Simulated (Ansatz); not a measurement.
# Calculated electric field gradients for MgCr2Ge4O12

The cell is a Materials Project structure (computed, not necessarily an observed phase), atoms as given.

Space group C2 (No. 5); a = 10.3769, b = 8.8238, c = 5.5132 Å, β = 112.26°.

```
site  Wyckoff  site symmetry       x       y       z
  Mg       2a              2  0.5000  0.7742  0.0000
 Cr2       2a              2  0.5000  0.4070  0.0000
 Cr3       2b              2  0.5000  0.5849  0.5000
 Ge4       4c              1  0.2953  0.0940  0.0144
 Ge6       4c              1  0.7133  0.9013  0.5050
  O8       4c              1  0.3622  0.0285  0.3391
 O10       4c              1  0.6433  0.9599  0.1594
 O12       4c              1  0.3820  0.7330  0.5911
 O14       4c              1  0.6580  0.2782  0.0239
 O16       4c              1  0.1072  0.0896  0.8989
 O18       4c              1  0.8962  0.9191  0.6061
```

One atom of each set is listed; the run and its k-mesh use a cell of 19 atoms with edges of 6.81, 6.81, 5.51 Å.

Level of theory: DFT, PBE, plane waves and PAW, scalar-relativistic, collinear spin, 420 eV cutoff, Γ-centred 4×4×5 k-points, Fermi–Dirac smearing 0.02 eV (Ansatz 0.2.0). Start moments as typed (μB): 3 on each Cr, none on the rest.

V_zz is the principal component of the electric field gradient with the largest magnitude, η = (V_xx − V_yy)/V_zz and C_Q = eQV_zz/h.

Mg-25: I = 5/2, Q = 199.4 mb; ⁵³Cr: I = 3/2, Q = -150.0 mb; Ge-73: I = 9/2, Q = -196.0 mb; ¹⁷O: I = 5/2, Q = -25.58 mb. Q values from Pyykkö, Mol. Phys. 116, 1328 (2018).

| site | atoms | first shell | V_xx, V_yy, V_zz (10²¹ V/m²) | η | C_Q (MHz) |
| --- | --- | --- | --- | --- | --- |
| Mg | 1 | 6 O at 2.15–2.16 Å | -0.46, -1.25, 1.71 | 0.46 | 8.24 |
| Cr2 | 1 | 6 O at 1.96–2.15 Å | 0.88, 1.24, -2.12 | 0.17 | 7.69 |
| Cr3 | 1 | 6 O at 1.98–2.05 Å | -1.39, -1.64, 3.03 | 0.08 | -11.0 |
| Ge4 | 2 | 4 O at 1.73–1.81 Å | 1.57, 4.66, -6.23 | 0.49 | 29.5 |
| Ge6 | 2 | 4 O at 1.75–1.84 Å; also 1 O at 2.66 Å | -1.46, -8.99, 10.44 | 0.72 | -49.5 |
| O8 | 2 | 2 Ge at 1.75–1.77 Å, angle 129° | -2.92, -9.64, 12.57 | 0.54 | -7.77 |
| O10 | 2 | 2 Ge at 1.79–1.84 Å, 1 Mg at 2.16 Å | -0.36, -10.03, 10.39 | 0.93 | -6.43 |
| O12 | 2 | 1 Ge at 1.75 Å, 1 Cr at 1.98 Å, 1 Mg at 2.15 Å | -3.45, -7.31, 10.76 | 0.36 | -6.66 |
| O14 | 2 | 1 Ge at 1.73 Å, 1 Cr at 1.96 Å, angle 143°; also 1 Ge at 2.66 Å | -2.90, -8.24, 11.14 | 0.48 | -6.89 |
| O16 | 2 | 1 Ge at 1.81 Å, 2 Cr at 2.05–2.15 Å, 1 Mg at 2.16 Å | -1.46, -5.60, 7.06 | 0.59 | -4.37 |
| O18 | 2 | 1 Ge at 1.77 Å, 2 Cr at 2.03 Å | -0.69, -9.04, 9.74 | 0.86 | -6.02 |

At O12 and O16 V_zz points along its shortest bond, to Ge (within 9°) in each case. At O8 V_zz runs parallel to the line that joins its two neighbours (within 3°). At O14 V_zz points along the shorter of its two bonds, to Ge (within 9°).

The largest force is 0.6 eV/Å, so the atoms aren't at the calculated equilibrium and relaxing them would move these values. The program didn't check the stability of this electronic state in full, so a lower one may lie near. All moments are parallel here, as the start or the cell imposes; many such compounds order antiparallel, where fields and spin densities carried over to other atoms largely cancel. The magnetic order is the one that the run reached from its start moments, not necessarily the measured one. Where η is near 1 the sign of V_zz means little.
